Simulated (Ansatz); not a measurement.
GaN in space group P-6m2 (No. 187; Ga on 1a, N on 1f) under volume change, PBE in the plane-wave PAW code Ansatz, shape and atoms relaxed at each volume.

```tsv
V (Å³/atom)	E − E(relaxed) (meV/atom)	P (GPa)
9.390	…	…
9.700	22.2	12.16
10.010	5.2	5.56
10.319	0.0	0.00
10.629	4.7	-4.70
10.938	…	…
11.248	37.1	-11.67
```

Question: Complete the blanks.

Answer: 
- 9.390, E − E(relaxed) (meV/atom): 53.1
- 9.390, P (GPa): 20.04
- 10.938, E − E(relaxed) (meV/atom): 17.5
- 10.938, P (GPa): -8.48

Question: What does a third-order Birch–Murnaghan fit give for V₀, B₀ and B′?

Answer: V₀ = 10.32 Å³/atom, B₀ = 168 GPa, B′ = 5.0.

The cell is a constructed one: a structure type filled with these elements; neither database checked (COD, Materials Project) lists it. It is not the phase usual at ambient conditions (space group No. 186, 216). Symmetry was held in the PBE relaxation; its stability against distortions is not shown here.

Potentials: the earlier of the program's two PAW sets.
